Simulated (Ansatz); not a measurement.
# Kick test of a cell of Zn5BiO

The structure comes from a proposed guess, relaxed at this level; another structure or a mixture of phases may lie lower.

These are results of Ansatz, DFT PBE, scalar-relativistic, plane waves, PAW, not measurements. Settings: cutoff 420 eV, Γ-centred mesh 12×12×4 on the computed 7-atom cell, Gaussian smearing of 0.10 eV; no spin polarisation.

The cell below (7 atoms, space group P3m1 (No. 156)) is relaxed within its symmetry.

```yaml
crystal:
  lattice:
    - [3.28517, 0.00000, 0.00000]
    - [-1.64259, 2.84504, 0.00000]
    - [0.00000, 0.00000, 13.54492]
  atoms:
    - { symbol: Zn, position: [0.33333, 0.66667, 0.95032] }
    - { symbol: Zn, position: [0.00000, 0.00000, 0.15237] }
    - { symbol: Zn, position: [0.66667, 0.33333, 0.79766] }
    - { symbol: Zn, position: [0.00000, 0.00000, 0.65645] }
    - { symbol: Zn, position: [0.33333, 0.66667, 0.28100] }
    - { symbol: Bi, position: [0.66667, 0.33333, 0.46420] }
    - { symbol: O, position: [0.00000, 0.00000, 0.00999] }
```

For the test it was strained at random (σ = 1.5 % a component), the atoms were moved at random (σ = 0.15 Å), and all was relaxed again on a coarse 6×6×2 mesh (in the run’s order of axes) with 0.20 eV smearing, with no symmetry imposed.

Spin–orbit coupling, which can matter for Bi, is left out.

Problem. What happens?

Solution. It doesn't return. The energy falls by 15 meV/atom on that mesh, the volume changes by -0.6 %, and the end has space group Cm (No. 8) at a loose tolerance. Relaxed again on a 10×10×4 mesh with 0.10 eV smearing, the new structure lies 10 meV/atom below the first (mesh in the axes of the run's cell; the cell below is made exact in the group named). Space group Cm (No. 8), monoclinic, a = 5.683 Å, b = 3.280 Å, c = 13.673 Å, β = 98.0°. Zn on its first site has 3 O at 2.07 Å and 3 Zn at 2.78–2.79 Å; around Zn on its second site lie 1 O at 1.92 Å and 3 Zn at 2.58 Å; around Bi lie 6 Zn at 3.12–3.26 Å and 6 Bi at 3.28 Å; around O lie 1 Zn at 1.92 Å, 3 Zn at 2.07 Å, 6 O at 3.28 Å and 3 Zn at 3.43–3.44 Å; 3 more sites not described.

```xyz
7
Lattice="2.8415 -1.6401 0.0000 2.8415 1.6401 0.0000 -1.8995 0.0000 13.5409" Properties=species:S:1:pos:R:3 pbc="T T T"
Zn    1.9887    0.0000    0.6962
Zn    3.8800    0.0000   11.4873
Zn    3.8710    0.0000    2.7362
Zn    0.0788    0.0000    4.6238
Zn    0.0895    0.0000    9.7376
Bi    2.0061    0.0000    7.2486
O    -1.8041    0.0000   13.4090
```
